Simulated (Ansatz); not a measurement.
Given:

TiSeS:
```cif
data_SSeTi
_chemical_formula_sum 'Ti1 Se1 S1'
_space_group_name_H-M_alt 'P3m1'
_space_group_IT_number 156
_space_group_name_Hall 'P 3 -2"'
_cell_length_a 3.47773
_cell_length_b 3.47773
_cell_length_c 5.99169
_cell_angle_alpha 90.000
_cell_angle_beta 90.000
_cell_angle_gamma 120.000
loop_
_atom_site_label
_atom_site_type_symbol
_atom_site_symmetry_multiplicity
_atom_site_Wyckoff_symbol
_atom_site_fract_x
_atom_site_fract_y
_atom_site_fract_z
_atom_site_occupancy
Ti1 Ti 1 b 0.33333 0.66667 0.98559 1
Se1 Se 1 c 0.66667 0.33333 0.25086 1
S1 S 1 a 0.00000 0.00000 0.76355 1
```

This is the r²SCAN+D4-relaxed structure.

Question: All from DFT-r²SCAN+D4 in the program Ansatz with PAW potentials, unless another level is named. Predict the bulk modulus (Birch–Murnaghan fit).

Answer: 26.6 GPa.

Question: What about the highest zone-centre frequency?

Answer: 359 cm⁻¹.

The workflow started from a Materials Project entry (that database holds measured and hypothetical structures alike); the Crystallography Open Database copy checked does not list it. Its standing as an ambient phase is unchecked. Symmetry was held in the r²SCAN+D4 relaxation; whether a distortion lowers the energy is not shown. The run is not spin-polarised. As this level gives no gap, phonon frequencies hold no LO–TO term and depend on the k-mesh and smearing (Fermi–Dirac, 0.1 eV here).

Potentials: the later of the program's two PAW sets.
